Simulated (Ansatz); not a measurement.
A trial cell of LiMo₂O₅, before relaxation:

```xyz
8
Lattice="7.1523 0.0000 0.0000 -3.5762 6.1941 0.0000 0.0000 0.0000 4.3041" Properties=species:S:1:pos:R:3 pbc="T T T"
Li    0.0000    0.0000    2.1521
Mo    0.0000    4.1294    2.1521
Mo    3.5762    2.0647    2.1521
O     0.0000    4.1294    0.0000
O    -1.7881    3.0970    2.1521
O     1.7881    3.0970    2.1521
O     3.5762    0.0000    2.1521
O     3.5762    2.0647    0.0000
```

Method: Ansatz 0.2.0, DFT PBE, scalar-relativistic, plane waves, PAW. Cutoff 420 eV, Gaussian smearing, Γ-centred meshes. Cell and atoms relax first on a coarse mesh and then on a finer one. In between, the cell is made exact in the group found at 0.06 Å. In metals the finer mesh still leaves noise of several meV/atom or more. The steps can't lower the symmetry of their start. Collinear spin, starting moments Mo 1.0 (×2) μB.

A guess keeps its type if space group and coordination stay and the shape of the cell changes little (axis ratios within about 15 %, angles within 6°); the volume may change.

Question: Does it keep its structure type, or change into something else?

Answer: It keeps its type. The symmetry stays P6/mmm (No. 191). The volume per atom shrinks by 25.4 %, from 23.8 to 17.8 Å³. The shortest distance goes from 2.06 Å (Mo–O) to 1.89 Å (Mo–O). The ratio c/a of the conventional cell changes by a factor of 0.97. Counting neighbours within 15 % of an atom's shortest distance, the start has Li 6, Mo 5, O 2 and the end Li 6, Mo 5, O 2.

Energies over the elements count from the elements' standard structures at the same level (O₂ as a molecule), with no fitted energy shifts.

Question: At what energy does it end?

Answer: −1.52 eV/atom. A negative formation energy is needed for stability but isn't enough: competing phases decide.

The last run used collinear spin, a 6×6×10 mesh (in the run's order of axes) for its 8-atom cell and Gaussian smearing of 0.10 eV. A structure relaxed within its symmetry needn't be a true minimum.
